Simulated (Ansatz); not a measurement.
# HfN (rock salt), scan of one atom of the cell

Relaxed HfN (rock salt):

```
HfN
1.0
    0.00000     2.27394     2.27394
    2.27394     0.00000     2.27394
    2.27394     2.27394     0.00000
N Hf
1 1
Direct
  0.00000   0.00000   0.00000
  0.50000   0.50000   0.50000
```

In this cell atom 1 (N, nearest neighbour Hf at 2.274 Å; its periodic images, 3.2 Å or more away, move with it) is moved by s along Cartesian x, unit vector (1.000, 0.000, 0.000); all other atoms and the cell stay fixed.

Calculation: PBE (plane waves to 420 eV, PAW, scalar-relativistic; Ansatz, a program for electronic structure). k mesh 14×14×14 (Γ-centred), Fermi-Dirac smearing 0.05 eV. Energies are smeared free energies. Stress and pressure are positive under compression. Left out: 2 of 11 points, with atoms too close for the PAW data. With partly filled bands, energies and forces of such displacements shift with the k mesh and the smearing. F∥ is the force on the atom along that direction. HfN is run without spin polarisation. HfN was relaxed with its symmetry unable to fall. Spin-orbit coupling is left out, though Hf is heavy. The zero of ΔE is the undisplaced structure.

```
s (Å)   ΔE (meV/cell)  F∥ (eV/Å)  P (GPa)
------  -------------  ---------  -------
-0.360            789      4.905     17.5
-0.270            419      3.348      9.5
-0.180            180      2.044      4.1
-0.090             45      0.990      1.0
0.000               0      0.000      0.0
0.090              45     -0.990      1.0
0.180             180     -2.044      4.1
0.270             419     -3.348      9.5
0.360             789     -4.905     17.5
```

Read from the data:

The energy at s = 0.360 Å is 789 meV/cell. The force along the line at s = -0.360 Å is 4.90 eV/Å, the force constant k = d²E/ds² at s = 0 (finite differences) is 10.9 eV/Å² and the zone-centre optical wavenumber from k is 477 cm⁻¹. Symmetry of the curve: even: the same for both signs. Shape of the curve: a single well with its minimum at or next to zero displacement. Harmonic estimate at the end of the scan: ½ks² = 705 meV/cell against the computed 789 meV/cell, so the well is stiffer than harmonic there.

The 11 points together took roughly 70 core-seconds.

(A displaced cell: forces are minus the slopes of the energy, force constants its curvatures, and phonons follow from these.)
